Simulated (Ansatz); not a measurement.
An Ansatz input:

```yaml
crystal:
  lattice:
    - [-4.147348119, 4.1364085041, 2.2626746354]
    - [4.1364085041, -4.147348119, 2.2626746354]
    - [4.1718602831, 4.1718602831, -2.2827105601]
  atoms:
    - { symbol: K, position: [0.9998145695, 0.0001854305, 0.0] }
    - { symbol: K, position: [0.7501854305, 0.2498145695, 0.5] }
hamiltonian:
  xc: r2scan
  pseudopotentials:
    kind: paw_fr
    azcp:
      K: "pseudopotentials/K.paw.azcp"
basis:
  ecutwfc: 500
  fft_grid_basis: typed
kpoints:
  mp_grid: { grid: [8, 8, 6], shift: [0, 0, 0] }
magnetization:
  noncollinear: true
  spin_orbit: true
scf:
  occupations: { method: fermi_dirac, width: 0.1 }
```

and its output:

```
Engine: ansatz 0.2.0, x86_64-unknown-linux-gnu
Pseudopotentials: kind: paw_fr
Pseudopotential: K, paw_fr, valence charge 9, recommended cutoff 500 eV (meta_gga) 
Functional definition: r2SCAN
  parameter k0 = 0.174
  parameter k1 = 0.065
  parameter a1 = 4.9479
  exchange = r2scan_x(k0 = k0, k1 = k1, a1 = a1)
  correlation = r2scan_c
non-collinear run that drives no moment, with spin-orbit: no starting moment large enough to seed its density (crystal.atoms[].spin), no starting occupations that ask for one, no magnetisation constraint and no magnetic field, so the semilocal B_xc is pinned to zero
Crystal: 2 atoms, lattice volume = 156.183 Å³
Basis set: ecut = 500 eV, 3981 PW (Γ), exchange–correlation on 192×192×192 points (64 copies of the dense FFT grid, shifted against one another)
Bands: 26, of which v1, the nominal top of the filled ones, is band 18 counted from 1 (17 counted from 0)
Symmetry: 4 space group operations + 4 with time reversal
Magnetic group: BNS 15.86 (UNI 93), of the structure as read, at distance tolerance 5.4e-5 Å
k-points: 114 of 384
Projection manifold: j_resolved (fully-relativistic pseudo-atomic orbitals)
Non-local potential: K, projectors of the file, l = 0: 3, l = 1: 4, l = 2: 4
PAW form: soft (Blöchl's): semilocal exchange-correlation on the pseudo side does not see the compensation charge
PAW frozen core: K, regenerated for the run's functional (the file was generated under x = pbe(κ = 0.804, μ = 0.2195149727645171), c = pbe(β = 0.06672455060314922))
PAW one-centre angular grid: K, 302 points (default); XC on 224 Gauss nodes
Initial density: superposition of atomic densities (chi_scale 0.1, normalization cell)
Initial wavefunctions: pseudopotential atomic-orbital guess
Functional: x = r2scan, c = r2scan; τ floored in thin density (d = 2e-4 eV/Å³)
iter 1 solved again at ethr=3.76e-4 eV; its pass at ethr=3.10e-3 eV (dr2=6.76e-2 eV) is discarded
SCF iter   1: F=—  HF=-3083.825948 eV  |F-HF|=—  |Δ(HF+E_count)|=         —  Δρ=4.61e-3  dr2=6.72e-2  dr2_τ=3.10e-4  dr2_m=0.00e0 (ungated)  ethr=3.76e-4  |M|=0.00e0 ∫|m|=0.00e0 μB  |m|>n=0.0e0 m-floor=0.0e0 τ_xc=0.0e0  β_m=0.30  ⟨swp⟩=1.1  Hψ=11089  notcnv=0
spin=Noncollinear: Kerker preconditioning applied to the charge; magnetization (m_x, m_y, m_z) channels mix plain (no charge-response kernel on spin).
SCF iter   2: F=—  HF=-3083.845892 eV  |F-HF|=—  |Δ(HF+E_count)|=   1.99e-2  Δρ=3.49e-3  dr2=4.92e-2  dr2_τ=5.12e-5  dr2_m=0.00e0 (ungated)  ethr=3.73e-4  |M|=0.00e0 ∫|m|=0.00e0 μB  |m|>n=0.0e0 m-floor=0.0e0 τ_xc=0.0e0  β_m=0.58  ⟨swp⟩=2.0  Hψ=2007  notcnv=0
SCF iter   3: F=—  HF=-3083.846125 eV  |F-HF|=—  |Δ(HF+E_count)|=   2.33e-4  Δρ=1.21e-3  dr2=6.87e-3  dr2_τ=5.27e-5  dr2_m=0.00e0 (ungated)  ethr=2.73e-4  |M|=0.00e0 ∫|m|=0.00e0 μB  |m|>n=0.0e0 m-floor=0.0e0 τ_xc=0.0e0  β_m=0.82  ⟨swp⟩=2.5  Hψ=2815  notcnv=0
SCF iter   4: F=—  HF=-3083.849671 eV  |F-HF|=—  |Δ(HF+E_count)|=   3.55e-3  Δρ=3.62e-4  dr2=4.93e-4  dr2_τ=3.38e-6  dr2_m=0.00e0 (ungated)  ethr=3.82e-5  |M|=0.00e0 ∫|m|=0.00e0 μB  |m|>n=0.0e0 m-floor=0.0e0 τ_xc=0.0e0  β_m=0.83  ⟨swp⟩=2.0  Hψ=2756  notcnv=0
SCF iter   5: F=—  HF=-3083.849179 eV  |F-HF|=—  |Δ(HF+E_count)|=   4.91e-4  Δρ=9.41e-5  dr2=1.92e-5  dr2_τ=2.33e-7  dr2_m=0.00e0 (ungated)  ethr=2.74e-6  |M|=0.00e0 ∫|m|=0.00e0 μB  |m|>n=0.0e0 m-floor=0.0e0 τ_xc=0.0e0  β_m=0.92  ⟨swp⟩=2.1  Hψ=1800  notcnv=0
SCF iter   6: F=—  HF=-3083.849182 eV  |F-HF|=—  |Δ(HF+E_count)|=   3.03e-6  Δρ=2.72e-5  dr2=2.39e-6  dr2_τ=1.44e-8  dr2_m=0.00e0 (ungated)  ethr=1.07e-7  |M|=0.00e0 ∫|m|=0.00e0 μB  |m|>n=0.0e0 m-floor=0.0e0 τ_xc=0.0e0  β_m=0.96  ⟨swp⟩=2.1  Hψ=2367  notcnv=0
SCF iter   7: F=-3083.849181 eV  HF=-3083.849181 eV  |F-HF|=8.72e-8  |Δ(HF+E_count)|=   1.50e-6  Δρ=5.45e-6  dr2=6.18e-8  dr2_τ=1.25e-9  dr2_m=0.00e0 (ungated)  ethr=5.56e-10  |M|=0.00e0 ∫|m|=0.00e0 μB  |m|>n=0.0e0 m-floor=0.0e0 τ_xc=0.0e0  ⟨swp⟩=1.1  Hψ=4283  notcnv=0
SCF 1 converged in 7 iterations: F = -3083.849181 eV  dr2 = 6.18e-8
SCF converged after 7 iterations
Magnetization: |M| = 0.0000 μB,  M = (+0.0000, +0.0000, +0.0000) μB
Absolute magnetization: 0.0000 μB (∫|m|)
  site 0: m = (+0.0000, +0.0000, +0.0000) μB, |m| = 0.0000 μB  (R = 1.78 Å)
  site 1: m = (+0.0000, +0.0000, +0.0000) μB, |m| = 0.0000 μB  (R = 1.78 Å)
Free energy (F): -3083.849181 eV
Harris-Foulkes:  -3083.849181 eV  (|F-HF|=8.72e-8)
Internal energy: -3083.799277 eV  (E = F + TS)
E sigma→0 (E₀):  -3083.824229 eV
Entropy (-TS):   -0.049904 eV (-24.952 meV/atom)
Fermi energy:    1.601452 eV
--- Per-component energies (eV) ---
  E_band       = -305.307077
  E_kinetic    = 504.212785
  E_local      = -1548.919028  (includes V_loc(G=0)·N_el)
  E_nonlocal   = 25.552607
  E_hartree    = 554.867550
  E_xc         = -264.356897
  E_vxc        = -367.892811  (∫ρ·V_xc dr)
  E_paw        = -1574.807068  (= ΣΔE_a)
  E_vpaw       = -50.345115  (= ΣTr[D̂ρ^β])
  E_aug_tail   = -0.000004  (compensation charges beyond the density's cutoff)
  E_vtau       = 22.352640  (kinetic-family band-sum trace: ∫τ·v_τ [+ j·A + Jᵃ·Aᵃ] dr)
  E_ewald      = -779.957447
  E_core_change = -0.391775  (= ΣΔE_core)
  E_smearing   = -0.049904  (= −TS)
  E_closure    = 0.000000  (closes the sum)
  Σ components = -3083.849181   (vs F -3083.849181, Δ=0.00e0)
```

Command:

```sh
ansatz run input.yaml --threads 1 --pin off --max-ram 3584MiB --backend cpu --events-out ev --progress --plain --runs-dir out
```

On 1 thread of Intel(R) Xeon(R) Platinum 8259CL CPU @ 2.50GHz (Skylake/Cascade Lake) (shared host) this took about 160 s of wall time and 160 s of CPU time.
